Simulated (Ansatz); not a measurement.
**BAs, first-principles data**

BAs:
```
CELL_PARAMETERS angstrom
      3.36566     0.00000     0.00000
     -1.68283     2.91475     0.00000
      0.00000     0.00000     5.57519
ATOMIC_POSITIONS crystal
  B  0.66667 0.33333 0.99968
  B  0.33333 0.66667 0.49968
  As 0.66667 0.33333 0.62552
  As 0.33333 0.66667 0.12552
```

Space group P6_3mc (No. 186), wurtzite; conventional cell a = b = 3.366 Å, c = 5.575 Å, α = β = 90.00°, γ = 120.00°.

Method: r²SCAN (plane waves, PAW; program Ansatz). Structure relaxed to zero pressure with the same functional. Other levels are named where they apply.

**Cell and energy**

```yaml
volume_per_atom: 13.67 Å³
density: 5.21 g/cm³
```

**Electronic structure**

```yaml
band_gap: 1.33 eV (indirect)
valence_band_maximum: at Γ
conduction_band_minimum: at M (3 equivalent valleys)
smallest_direct_gap_on_the_standard_path: 2.43 eV
electron_effective_mass: 0.12, 1.2, 1.4 mₑ (principal values)
Hole effective mass, band 1 of 2 at the edge: 0.50 along x, 0.49 along z (mₑ)
Hole effective mass, band 2 of 2 at the edge: 0.15 along x, 0.49 along z (mₑ)
```

**Mechanics**

```yaml
Bulk modulus (Birch–Murnaghan fit): 141 GPa
Pressure derivative B′: 4.1
Elastic constants (relaxed ions, GPa): C11 = 345, C12 = 53.6, C13 = 21.2, C33 = 388, C44 = 116
mechanical_stability: stable (all eigenvalues of C positive)
hill_bulk_and_shear_moduli: 141 and 139 GPa
Young's modulus: 314 GPa
Poisson's ratio: 0.13
debye_temperature_from_the_elastic_constants: 705 K
Piezoelectric stress constants (proper, relaxed ions, C/m²): e15 = e24 = -0.12, e31 = e32 = -0.17, e33 = 0.36
```

A made-up cell: these elements were put on the sites of a structure type; the Crystallography Open Database copy checked does not list it. It is not the phase usual at ambient conditions (space group No. 216). The cell was relaxed with r²SCAN under the symmetry of its start; whether a distortion lowers the energy is not shown. Signs of piezoelectric constants follow the polarity of the cell as given. Scalar-relativistic: spin–orbit coupling is off unless named, which matters more the heavier the elements.

Potentials: the later of the program's two PAW sets.
